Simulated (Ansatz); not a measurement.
A generator proposed this cell of Sr6Ga.

```cif
data_structure
_symmetry_space_group_name_H-M 'P 1'
_symmetry_Int_Tables_number 1
_cell_length_a 6.4302
_cell_length_b 6.4302
_cell_length_c 6.4302
_cell_angle_alpha 109.471
_cell_angle_beta 109.471
_cell_angle_gamma 109.471
_cell_volume 204.66
loop_
_atom_site_label
_atom_site_type_symbol
_atom_site_fract_x
_atom_site_fract_y
_atom_site_fract_z
_atom_site_occupancy
Sr1 Sr 0.72563 0.72563 0.00000 1
Sr2 Sr 0.27437 0.27437 0.00000 1
Sr3 Sr 0.00000 0.27437 0.27437 1
Sr4 Sr 0.00000 0.72563 0.72563 1
Sr5 Sr 0.72563 0.00000 0.72563 1
Sr6 Sr 0.27437 0.00000 0.27437 1
Ga1 Ga 0.00000 0.00000 0.00000 1
```

Method: Ansatz 0.2.0, DFT PBE, scalar-relativistic, plane waves, PAW. Settings: cutoff 420 eV, Γ-centred mesh 4×4×4 on the computed 7-atom cell, Gaussian smearing of 0.10 eV; no spin polarisation.

Formation energies are uncorrected and refer to the elements' standard structures at the same level.

Question: How far from equilibrium is it?

Answer: The pressure is 57.8 GPa (it wants to expand), the largest force is 18.32 eV/Å, and the energy is +5.10 eV/atom against the elements. The shortest distance is 2.04 Å, so close that the PAW spheres overlap strongly and these values are rough.

Question: Is it a good guess?

Answer: A poor one: relaxing gains about 4.8 eV/atom (the start's value is from the coarse mesh, so the gain is rough) in 15 ionic steps and ends at +0.26 eV/atom on the finer mesh. The symmetry stays Im-3m (No. 229). The volume per atom grows by 119.5 %, from 29.2 to 64.2 Å³. The shortest distance goes from 2.04 Å (Sr–Ga) to 3.00 Å (Sr–Ga). Conventional cell: a = 9.649 Å. Sr has 1 Ga at 3.00 Å, 1 Sr at 3.65 Å and 4 Sr at 4.24 Å; Ga is surrounded by 6 Sr at 3.00 Å.

The last run used a 6×6×6 mesh for its 7-atom cell and Gaussian smearing of 0.10 eV. The cell is a metal run without spin; a magnetic state may lie lower. The relaxation can't lower the symmetry of the start, and the grade says only how near the guess is to its own end. Symmetry constrained the relaxation, so the result can be a saddle point.
